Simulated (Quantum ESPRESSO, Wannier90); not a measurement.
# Tight-binding from DFT: Sb (R-3m)

Materials Project entry mp-104; symmetrised, unrelaxed at this level. This is the element's usual structure. Method: PBEsol plane waves in Quantum ESPRESSO 7.5 (PseudoDojo norm-conserving files, 64 Ry, spinors with spin-orbit coupling), Bloch states on a 6×6×6 mesh through Γ, Wannier90 4.0.1. Density: 8×8×8 mesh, cold smearing 0.01 Ry. The cell is built of weakly bound layers, chains or molecules, whose nearest atoms lie 3.43 Å apart. Database cells relaxed without dispersion often hold them too far apart, which can enlarge gaps and weakens couplings between them; spacing and stacking were not compared with the measured crystal. With spin-orbit coupling a semilocal functional can close or falsely invert a small gap; the band order was not checked against a better method.

```
begin unit_cell_cart
ang
   -2.1770649586    3.7707871196    0.0000000000
   -4.3541299171    0.0000000000    0.0000000000
   -2.1770649586    1.2569290399    3.8298800000
end unit_cell_cart
mp_grid = 6 6 6
```

Question: Which shells of neighbouring k-points and which b-vectors and weights does Wannier90 pick for this cell and mesh?

Answer: 
```
 *---------------------------------- K-MESH ----------------------------------*
 +----------------------------------------------------------------------------+
 |                    Distance to Nearest-Neighbour Shells                    |
 |                    ------------------------------------                    |
 |          Shell             Distance (Ang^-1)          Multiplicity         |
 |          -----             -----------------          ------------         |
 |             1                   0.273428                      2            |
 |             2                   0.292287                      6            |
 |             3                   0.332194                      6            |
 |             4                   0.458298                      6            |
 |             5                   0.481013                      6            |
 |             6                   0.533666                      6            |
 |             7                   0.546857                      2            |
 |             8                   0.553296                     12            |
       ... (lines left out)
 +----------------------------------------------------------------------------+
 | The b-vectors are chosen automatically                                     |
 | The following shells are used:                       1,  2                 |
 +----------------------------------------------------------------------------+
 |                        Shell   # Nearest-Neighbours                        |
 |                        -----   --------------------                        |
 |                          1               2                                 |
 |                          2               6                                 |
 +----------------------------------------------------------------------------+
 | Completeness relation is fully satisfied [Eq. (B1), PRB 56, 12847 (1997)]  |
 +----------------------------------------------------------------------------+
 |                  b_k Vectors (Ang^-1) and Weights (Ang^2)                  |
 |                  ----------------------------------------                  |
 |            No.         b_k(x)      b_k(y)      b_k(z)        w_b           |
 |            ---        --------------------------------     --------        |
 |             1         0.000000    0.000000    0.273428     5.247128        |
 |             2         0.000000    0.000000   -0.273428     5.247128        |
 |             3        -0.240507   -0.138857   -0.091143     4.322008        |
 |             4         0.000000    0.277713   -0.091143     4.322008        |
 |             5        -0.240507    0.138857    0.091143     4.322008        |
 |             6         0.240507    0.138857    0.091143     4.322008        |
 |             7         0.000000   -0.277713    0.091143     4.322008        |
 |             8         0.240507   -0.138857   -0.091143     4.322008        |
```
